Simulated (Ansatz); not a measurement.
SiRh (NiAs type, P6_3/mmc), plane-wave PAW PBE (Ansatz code), all energies at zero smearing, with the estimated change up to a 700 eV cutoff added, with one set of potentials and settings (totals compare only within such a set). Cell of 4 atoms (2 Rh, 2 Si): -14079.984 eV.

| element | reference phase | E (eV/atom) |
|---|---|---|
| Rh | Fm-3m, 1 atoms in the cell | -6402.8911 |
| Si | Fd-3m, 2 atoms in the cell | -635.8096 |

Formation energy per atom, worked out: (-14079.984 − 2×(-6402.8911) − 2×(-635.8096))/4 = -0.646 eV/atom (-62 kJ per mol of atoms), at 0 K, without zero-point energy or fitted corrections.

The cell is a constructed one: a structure type filled with these elements; neither database checked (COD, Materials Project) lists it. COD files the formula under space group No. 14, so this cell is another polymorph or a model. Whether it is the stable phase at ambient conditions was not checked. Symmetry was held in the PBE relaxation; its stability against distortions is not shown here. The run is not spin-polarised. The references are the lowest solids computed at this level, not always the standard phases.

Potentials: the later of the program's two PAW sets.
